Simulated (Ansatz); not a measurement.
A relaxation computed with Ansatz, from input to last step.

```yaml
crystal:
  lattice:
    - [-5.6363325336, -5.5329100068, 0.0397607637]
    - [-0.041115289, 5.534264532, 5.6371253959]
    - [-5.6645088676, 5.6008471045, -5.6625926794]
  atoms:
    - { symbol: Si, position: [0.5048714047, 0.0030081157, 0.0025260205] }
    - { symbol: Si, position: [0.3335612189, 0.1689194004, 0.6652657211] }
    - { symbol: Si, position: [0.6633754066, 0.3309831145, 0.3324029991] }
    - { symbol: Si, position: [0.1730299688, 0.3341553336, 0.338832113] }
    - { symbol: Si, position: [0.8348009371, 0.665548696, 0.6644673485] }
    - { symbol: Si, position: [0.1729906933, 0.8358855994, 0.3318680102] }
    - { symbol: Si, position: [0.8293123575, 0.1663653373, 0.9182802512] }
    - { symbol: Si, position: [0.169812608, 0.3314809375, 0.583431163] }
    - { symbol: Si, position: [0.498394972, 0.4960120944, 0.2539370726] }
    - { symbol: Si, position: [0.4985481876, 0.0046418893, 0.2477313351] }
    - { symbol: Ge, position: [0.0003476683, 0.0034021489, 0.9981000678] }
    - { symbol: Ge, position: [0.8382821218, 0.1694440038, 0.6691766355] }
    - { symbol: Ge, position: [0.5007538156, 0.4979678678, 0.0051159048] }
    - { symbol: Ge, position: [0.9992901747, 0.4956733762, 0.0025933603] }
    - { symbol: Ge, position: [0.332877969, 0.6626850707, 0.6666667152] }
    - { symbol: Ge, position: [0.6636741278, 0.8325652241, 0.3303100568] }
    - { symbol: Ge, position: [0.3368414962, 0.1655449561, 0.913167883] }
    - { symbol: Ge, position: [0.6638781488, 0.3349637365, 0.5807418756] }
    - { symbol: Ge, position: [0.0008876727, 0.4993149975, 0.256433537] }
    - { symbol: Ge, position: [0.3362888289, 0.6713797636, 0.919994028] }
    - { symbol: Ge, position: [0.8335306449, 0.6667464433, 0.9136362768] }
    - { symbol: Ge, position: [0.6695052566, 0.8326491967, 0.5836033445] }
    - { symbol: Ge, position: [0.166584743, 0.8374847915, 0.5808722173] }
    - { symbol: Ge, position: [0.0058031858, 0.0035558622, 0.2515327439] }
  symmetry: { detect: false }
basis:
  ecutwfc: 420
kpoints:
  mp_grid: { grid: [3, 3, 2] }
hamiltonian:
  xc: pbe
scf:
  occupations: { method: gaussian, width: 0.1 }
  lower_state_search: "off"
output:
  forces: true
  stress: true
  eigenvalues: true
relax:
  adjacent_minimum: "off"
  f_tol: 0.04
  max_steps: 25
  cell: { stress_tol: 0.3 }
```

```bash
ansatz run input.yaml --threads 4 --pin off --max-ram 9216MiB --backend cpu --events-out ev --progress --plain --runs-dir out
```

All numbers below come from DFT PBE, scalar-relativistic, plane waves, PAW in Ansatz.

Of 4 frames 3 are shown, positions in Å and forces in eV/Å; the SCF threshold varies from step to step. Steps run on the plane waves of an earlier cell, with a Pulay correction in the pressure. The basis is chosen afresh for the last frame, the zero of the energies, and at times for earlier ones too; energy and pressure can step there, also at an unchanged geometry. Where two frames share a geometry here, they differ by under 2 meV/atom and 0.3 GPa.

```xyz
24
Lattice="-5.6363 -5.5329 0.0398 -0.0411 5.5343 5.6371 -5.6645 5.6008 -5.6626" Properties=species:S:1:pos:R:3:forces:R:3 pbc="T T T" step=1 free_energy_over_end_meV_per_atom=2.27 pressure_GPa=0.03
Si   -2.8601   -2.7626    0.0227   -0.0045    0.0266    0.0076
Si   -5.6554    2.8153   -2.8016    0.0100    0.0191   -0.0022
Si   -5.6355    0.0231    0.0099    0.0211    0.0258    0.0002
Si   -2.9083    2.7897   -0.0281    0.0019    0.0370    0.0084
Si   -8.4965    2.7860    0.0224    0.0122    0.0268    0.0261
Si   -2.8893    5.5276    2.8396    0.0071    0.0265    0.0287
Si   -9.8827    1.4753   -4.2291   -0.0116   -0.0280   -0.0158
Si   -4.2756    4.1627   -1.4284    0.0002   -0.0129    0.0023
Si   -4.2679    1.4098    1.3780   -0.0037   -0.0123   -0.0138
Si   -4.2135   -1.3452   -1.3568   -0.0114   -0.0511   -0.0183
Ge   -5.6558    5.6071   -5.6326    0.0109    0.0150   -0.0027
Ge   -8.5224    0.0476   -2.8008   -0.0192    0.0200   -0.0101
Ge   -2.8719    0.0139    2.7980   -0.0087    0.0307   -0.0008
Ge   -5.6674   -2.7713    2.8192    0.0193    0.0187    0.0024
Ge   -5.6798    5.5596   -0.0262    0.0083    0.0261   -0.0056
Ge   -5.6460    2.7856    2.8493    0.0143    0.0038   -0.0040
Ge   -7.0780    4.1670   -4.2243    0.0140   -0.0276    0.0198
Ge   -7.0452    1.4332   -1.3739   -0.0059   -0.0259    0.0092
Ge   -1.4781    4.1947    1.3627   -0.0194   -0.0210   -0.0063
Ge   -7.1344    7.0077   -1.4115   -0.0184   -0.0123   -0.0064
Ge   -9.9008    4.1952   -1.3819    0.0060   -0.0315    0.0026
Ge   -7.1136    4.1725    1.4157   -0.0089   -0.0199   -0.0087
Ge   -4.2637    6.9665    1.4384    0.0032   -0.0310   -0.0090
Ge   -1.4577    1.3964   -1.4041   -0.0168   -0.0028   -0.0038
24
Lattice="-5.6236 -5.7158 -0.0328 0.0318 5.7168 5.6249 -5.5717 5.6310 -5.5711" Properties=species:S:1:pos:R:3:forces:R:3 pbc="T T T" step=2 free_energy_over_end_meV_per_atom=1.95 pressure_GPa=-0.06
Si   -2.8449   -2.8489   -0.0028   -0.0783   -0.0427   -0.0737
Si   -5.5652    2.8106   -2.7563   -0.0801   -0.0550   -0.0797
Si   -5.5606   -0.0216   -0.0027   -0.0814   -0.0657   -0.0934
Si   -2.8409    2.8382   -0.0039   -0.0890   -0.0395   -0.0879
Si   -8.3645    2.7821    0.0282   -0.0713   -0.0619   -0.0742
Si   -2.7854    5.6647    2.8609   -0.0818   -0.0650   -0.0727
Si   -9.7861    1.3736   -4.2192    0.0734    0.0475    0.0721
Si   -4.2048    4.2065   -1.4010    0.0897    0.0539    0.0914
Si   -4.2108    1.4119    1.3463    0.0948    0.0562    0.0843
Si   -4.1955   -1.4385   -1.3809    0.0881    0.0515    0.0824
Ge   -5.5535    5.6420   -5.5328   -0.0648   -0.0487   -0.0711
Ge   -8.4297   -0.0498   -2.7945   -0.0637   -0.0304   -0.0649
Ge   -2.8204    0.0200    2.7644   -0.0661   -0.0382   -0.0623
Ge   -5.6080   -2.8569    2.7490   -0.0476   -0.0489   -0.0560
Ge   -5.5566    5.6468    0.0103   -0.0609   -0.0359   -0.0619
Ge   -5.5354    2.8275    2.8290   -0.0687   -0.0494   -0.0756
Ge   -6.9843    4.1578   -4.1746    0.0664    0.0373    0.0739
Ge   -6.9681    1.3853   -1.3815    0.0554    0.0314    0.0661
Ge   -1.4284    4.2899    1.3699    0.0678    0.0593    0.0762
Ge   -7.0080    7.0921   -1.3709    0.0544    0.0447    0.0592
Ge   -9.7645    4.1851   -1.3754    0.0657    0.0448    0.0611
Ge   -6.9986    4.2136    1.4012    0.0635    0.0600    0.0631
Ge   -4.1553    7.0984    1.4607    0.0693    0.0386    0.0618
Ge   -1.4449    1.3995   -1.3906    0.0656    0.0560    0.0817
24
Lattice="-5.6310 -5.6282 0.0008 -0.0020 5.6295 5.6325 -5.6152 5.6131 -5.6143" Properties=species:S:1:pos:R:3:forces:R:3 pbc="T T T" step=4 free_energy_over_end_meV_per_atom=0.00 pressure_GPa=-0.02
Si   -2.8539   -2.8079    0.0087   -0.0129    0.0026   -0.0105
Si   -5.6081    2.8092   -2.7777   -0.0159   -0.0069   -0.0167
Si   -5.5967   -0.0028    0.0018   -0.0157   -0.0074   -0.0196
Si   -2.8743    2.8153   -0.0159   -0.0126    0.0085   -0.0130
Si   -8.4275    2.7804    0.0262   -0.0077   -0.0038   -0.0066
Si   -2.8351    5.5971    2.8531   -0.0114   -0.0039   -0.0077
Si   -9.8324    1.4193   -4.2242    0.0081   -0.0022    0.0084
Si   -4.2375    4.1853   -1.4125    0.0175    0.0066    0.0190
Si   -4.2366    1.4107    1.3617    0.0164    0.0048    0.0138
Si   -4.2036   -1.3959   -1.3693    0.0121   -0.0079    0.0111
Ge   -5.6025    5.6206   -5.5814   -0.0118   -0.0060   -0.0134
Ge   -8.4762   -0.0052   -2.7995   -0.0119    0.0019   -0.0125
Ge   -2.8463    0.0171    2.7798   -0.0097    0.0024   -0.0094
Ge   -5.6368   -2.8163    2.7817   -0.0043   -0.0022   -0.0078
Ge   -5.6158    5.6039   -0.0074   -0.0103    0.0035   -0.0108
Ge   -5.5890    2.8051    2.8374   -0.0125   -0.0082   -0.0154
Ge   -7.0272    4.1588   -4.1957    0.0160    0.0009    0.0181
Ge   -7.0045    1.4055   -1.3764    0.0073   -0.0038    0.0112
Ge   -1.4507    4.2446    1.3692    0.0122    0.0067    0.0154
Ge   -7.0677    7.0501   -1.3888    0.0055    0.0040    0.0066
Ge   -9.8272    4.1866   -1.3765    0.0098   -0.0012    0.0084
Ge   -7.0526    4.1934    1.4093    0.0118    0.0074    0.0104
Ge   -4.2044    7.0329    1.4530    0.0102   -0.0043    0.0078
Ge   -1.4508    1.3989   -1.3952    0.0097    0.0086    0.0133
```

It took 2 min on 4 threads of Arm Neoverse V1, with other jobs on the host, peak memory 1.9 GiB.

The k mesh is coarse.